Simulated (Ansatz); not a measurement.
## AuCu3-type NdSi₃

Computed with Ansatz (plane waves, PAW, 420 eV cutoff): PBEsol, scalar-relativistic, collinear spin, Γ-centred 8×8×8 mesh, 0.05 eV Gaussian smearing; PAW files: Ansatz's generated set soft_2.

```xyz
4
Lattice="4.0747 0.0000 0.0000 0.0000 4.0747 0.0000 0.0000 0.0000 4.0747" Properties=species:S:1:pos:R:3 pbc="T T T"
Nd    0.0000    0.0000    0.0000
Si    0.0000    2.0374    2.0374
Si    2.0374    2.0374    0.0000
Si    2.0374    0.0000    2.0374
```

The start was a prototype's sites filled with these elements, not a measured cell.

Magnetic state: ferromagnetic, site spin moments Nd 2.90 μB.

Cell and atoms are those of this level's equilibrium.

The electronic state has lower symmetry than the lattice and leaves a non-hydrostatic stress of up to 0.7 GPa in this cell.

Path: Γ–X–M–Γ–R–X | R–M, with Γ = (0.000, 0.000, 0.000), X = (0.000, 0.500, 0.000), M = (0.500, 0.500, 0.000), R = (0.500, 0.500, 0.500) in reciprocal vectors of the calculation's cell.

**Question.** Is it a metal or an insulator, and if it has a gap, where are the band edges on this path?

**Answer.** A metal: bands cross the Fermi level.

Bands as a text map, energy in eV from the Fermi level (dashes), each leg drawn with the same width, + spin up, o spin down, # both:
```
  5.57 |  +o     o++ + +#  o  # ###+ +#       +o     
  5.14 |   #    o+o o    o##o #  oo o  o  o ooo#     
  4.71 | oo # oo+ + +  oo+ ##  #o#+oooo#  +ooo#+     
  4.29 | #+#o#++   # o ++   # oo +#+++++#  ++++oo    
  3.86 |oo# #+#oo##  #oo oo +o  #oo# o#o###o  o+#oooo
  3.43 |+# o # +#+ oo+#+o++#o+###++ #+ ###o+##+  +###
  3.00 |+ o+ ooo oo##ooo o#o +#++o     +o##o     # oo
  2.57 |o##ooo#o###ooo#o#o +#o#oo      +#ooo     +###
  2.14 |##ooo######o####o###o#o#o#ooooooo###ooooooo##
  1.71 |oo###oo#ooo+ooo#+#oo#o#oooooooooo#o#oooooo#oo
  1.29 |+++++++++#+#+   ##  ++  #      o#o++    oo   
  0.86 |o  ++++ +o#oo##+oo++#o##+o      o++       o##
  0.43 |+##++++##++# ooo#+###+++#+++++++####+++++++oo
  0.00 |++######++++#++++#++#+#+#+++++++++##+++++++#+
 -0.43 |++ o  ++####+###+ +#++++++++++++++++++++++++#
 -0.86 |+++++#+++#+###o# +##+++o+       o #+        o
 -1.29 |   +o    +##  + oo++   +        +#+        #+
 -1.71 |    +     ++o   #+o#     #     o             
 -2.14 |   # #   #  +### #+    #o     o+ #      oo###
 -2.57 | o#   #     #  +o   # # +######o  # ####+++  
 -3.00 |####   ###o#    +#####    #+ + +####  #      
 -3.43 |    #######        #  #       ##o###   # #   
 -3.86 |      ##   #    #              #+  #    o    
 -4.29 |     #  #   #          #                #o   
 -4.71 |    #        o #        #o#   #   #      +o  
 -5.14 |oo##     #   +#      o   +             #  +##
 -5.57 |+#        o        ##+#    # #   #    #      
 -6.00 |  #       +o      o#   #    #       ##       
        Γ      X      M      Γ      R      XR       M
```

Without a U the open 4f shell is pinned at the Fermi level, an artefact: in the real crystal it splits into occupied and empty levels away from it, and its large orbital moment is missing here. These numbers lack spin–orbit coupling. The run wasn't fully tested for a lower electronic state. The order of the orbitals lowers the symmetry, along an axis that is one of several equivalent ones. Site moments are of spin, integrated over atomic spheres. The run holds 0.7 f electrons more on Nd than the trivalent ion has, so it is between trivalent and divalent here. In such compounds it is trivalent as a rule, so this state is likely an artefact, and the extra f charge swells the ion. Only parallel moments were tried, so the real magnetic order may be another.

A lower state of the open shells can't be excluded, and forces and pressures are less sure for it.
